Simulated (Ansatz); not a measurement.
Phonon dispersion of La$_{2}$O

Method: DFT PBE, scalar-relativistic, plane waves, PAW (Ansatz). Settings: 420 eV plane-wave cutoff, Γ-centred 10×10×8 mesh, Gaussian smearing of 0.10 eV. No spin polarisation. Phonons by linear response, acoustic sum rule imposed.

The cell, relaxed at this level:
```xyz
3
Lattice="3.6765 0.0000 0.0000 0.0000 3.6765 0.0000 0.0000 0.0000 5.1536" Properties=species:S:1:pos:R:3 pbc="T T T"
La    1.8382    1.8382    2.5768
La    0.0000    0.0000    0.0000
O     0.0000    0.0000    2.5768
```

The cell was found from a structure generator's guess, not taken from experiment. In a metal, frequencies and elastic constants depend on the k mesh and the smearing, soft modes and shear constants most. The q mesh is coarse, so values between its points are rough.

Force constants from linear response on a 2×2×1 q mesh.

Path: Γ–X–M–Γ–Z–R–A–Z | X–R | M–A. Only the points of the 2×2×1 mesh were computed; the rest is interpolation, which is rough on so few points. On the mesh no mode is imaginary. Distance along the path (Å⁻¹), then the branches (cm⁻¹, negative for imaginary):
```
0.000  0 0 0 101 101 101 266 274 274
0.214  21 28 43 99 102 102 261 272 278
0.427  40 53 70 93 102 108 250 266 288
0.641  56 71 73 83 100 123 238 263 298
0.855  66 68 73 82 98 130 233 262 302
1.068  70 72 79 86 98 127 236 259 294
1.282  80 81 92 93 98 120 245 254 275
1.495  88 88 96 98 104 112 249 254 255
1.709  90 90 97 98 108 108 247 247 258
2.011  85 87 93 100 106 110 252 255 257
2.313  70 74 77 101 102 105 247 269 272
2.615  40 41 50 101 101 102 258 274 276
2.917  0 0 0 101 101 101 266 274 274
3.070  22 22 24 100 100 101 265 274 274
3.222  42 42 46 96 96 98 263 273 273
3.375  60 60 63 88 88 94 261 272 272
3.527  70 70 71 81 81 90 260 272 272
3.741  71 75 80 81 81 92 256 270 276
3.954  73 77 79 85 94 104 244 266 286
4.168  73 74 78 94 97 122 232 262 296
4.382  73 73 77 98 98 130 227 260 300
4.595  76 79 79 98 98 127 232 258 293
4.809  82 84 92 98 98 120 243 253 274
5.022  88 89 98 98 104 112 249 254 255
5.236  91 91 98 98 108 108 247 247 258
5.538  87 87 97 98 104 110 251 255 257
5.840  81 81 92 94 96 104 244 268 272
6.142  79 79 80 80 84 92 252 273 274
6.444  70 70 71 81 81 90 260 272 272
6.521  66 68 73 83 98 130 232 262 302
6.673  68 71 73 87 98 130 231 261 301
6.825  71 73 74 93 98 130 229 260 301
6.978  73 73 77 97 98 130 227 260 300
7.054  90 90 97 98 108 108 247 247 258
7.207  90 90 97 98 108 108 247 247 258
7.359  91 91 98 98 108 108 247 247 258
7.511  91 91 98 98 108 108 247 247 258
7.664  91 91 98 98 108 108 247 247 258
```
